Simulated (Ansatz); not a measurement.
Input and command of a calculation in Ansatz (plane waves; scalar-relativistic PAW potentials unless the input names others):

```yaml
crystal:
  lattice:
    - [0.0, 2.220508405, 2.220508405]
    - [2.220508405, 0.0, 2.220508405]
    - [2.220508405, 2.220508405, 0.0]
  atoms:
    - { symbol: Ga, position: [0.0, 0.0, 0.0] }
    - { symbol: "N", position: [0.75, 0.75, 0.75] }
basis:
  ecutwfc: "800 eV"
kpoints:
  mp_grid: { grid: [10, 10, 10] }
hamiltonian:
  xc: lda
scf:
  occupations: { method: fixed }
output:
  forces: true
  eigenvalues: true
  stress: true
```

```bash
ansatz run input.yaml --threads 1 --pin off --max-ram 3072MiB --backend cpu --events-out ev --progress --plain --runs-dir out
```

Abridged log:
```
Pseudopotentials: kind: paw
Pseudopotential: Ga, paw, valence charge 13, recommended cutoff 420 eV (normal)
Pseudopotential: N, paw, valence charge 5, recommended cutoff 420 eV (normal)
Functional definition: SPW92
Crystal: 2 atoms, lattice volume = 21.897 Å³
Basis set: ecut = 800 eV, 1139 PW (Γ)
Bands: 13, of which v1, the nominal top of the filled ones, is band 9 counted from 1 (8 counted from 0)
Symmetry: 24 space group operations
Space group: F-43m (ITA 216), of the structure as read, at distance tolerance 2.8e-5 Å
k-points: 47 of 1000 (time reversal used)
Initial density: superposition of atomic densities (neutral atoms: chi_scale 0, normalization atom), corrected by the library's trained network
Initial wavefunctions: pseudopotential atomic-orbital guess
Functional: x = slater, c = lda
SCF iter   1: F=—  HF=-4082.102302 eV  |F-HF|=—  |Δ(HF+E_count)|=         —  Δρ=1.29e-2  dr2=3.39e-2  ethr=1.77e-3  ⟨swp⟩=4.9  Hψ=3495  notcnv=0  defer=90
SCF iter   2: F=—  HF=-4082.093606 eV  |F-HF|=—  |Δ(HF+E_count)|=   8.70e-3  Δρ=6.31e-3  dr2=5.69e-3  ethr=1.88e-4  ⟨swp⟩=2.7  Hψ=1415  notcnv=0  defer=92
SCF iter   3: F=—  HF=-4082.091751 eV  |F-HF|=—  |Δ(HF+E_count)|=   1.85e-3  Δρ=1.86e-3  dr2=2.67e-4  ethr=3.16e-5  ⟨swp⟩=2.9  Hψ=951  notcnv=0  defer=92
SCF iter   4: F=—  HF=-4082.091658 eV  |F-HF|=—  |Δ(HF+E_count)|=   9.35e-5  Δρ=4.22e-4  dr2=1.26e-5  ethr=1.48e-6  ⟨swp⟩=2.3  Hψ=1128  notcnv=0  defer=92
SCF iter   5: F=—  HF=-4082.091648 eV  |F-HF|=—  |Δ(HF+E_count)|=   9.74e-6  Δρ=5.72e-5  dr2=3.77e-7  ethr=7.02e-8  ⟨swp⟩=2.2  Hψ=1085  notcnv=0  defer=67
SCF iter   6: F=—  HF=-4082.091648 eV  |F-HF|=—  |Δ(HF+E_count)|=   7.14e-8  Δρ=2.92e-5  dr2=1.27e-7  ethr=5.56e-10  ⟨swp⟩=8.1  Hψ=3979  notcnv=0
SCF iter   7: F=-4082.091648 eV  HF=-4082.091648 eV  |F-HF|=2.69e-8  |Δ(HF+E_count)|=   8.09e-8  Δρ=9.14e-6  dr2=1.32e-8  ethr=5.56e-10  ⟨swp⟩=5.9  Hψ=3084  notcnv=0
SCF 1 converged in 7 iterations: F = -4082.091648 eV  dr2 = 1.32e-8
SCF converged after 7 iterations
Free energy (F): -4082.091648 eV
Harris-Foulkes:  -4082.091648 eV  (|F-HF|=2.69e-8)
Internal energy: -4082.091648 eV  (E = F + TS)
E sigma→0 (E₀):  -4082.091648 eV
Fermi energy:    9.969238 eV
--- Forces (eV/Å), atoms counted from 1 ---
  atom   1  Ga     0.00000000     0.00000000     0.00000000
  atom   2  N      0.00000000     0.00000000     0.00000000
--- Stress (GPa, compression-positive) ---
        1.969352       0.000000       0.000000
        0.000000       1.969352       0.000000
        0.000000       0.000000       1.969352
  P = ⅓ Tr σ = 1.9694 GPa (19.694 kbar)
```

Apart from outputs, empty bands and the relaxation, which only the reference makes, the input differs from a reference run on usual settings in basis.ecutwfc: 420 → "800 eV". The reference, at the same geometry, ended its own course with pressure 2.00 GPa, largest force 0.000 eV/Å, gap on the mesh 2.02 eV. This run converged in 7 SCF iterations with an energy at zero smearing 4.78 meV/atom below the reference's, pressure 1.97 GPa, largest force 0.000 eV/Å, gap on the mesh 2.02 eV.

The run took 4 s on 1 thread of Intel(R) Xeon(R) Platinum 8259CL CPU @ 2.50GHz (Skylake/Cascade Lake), with other jobs on the host, peak memory 0.39 GiB.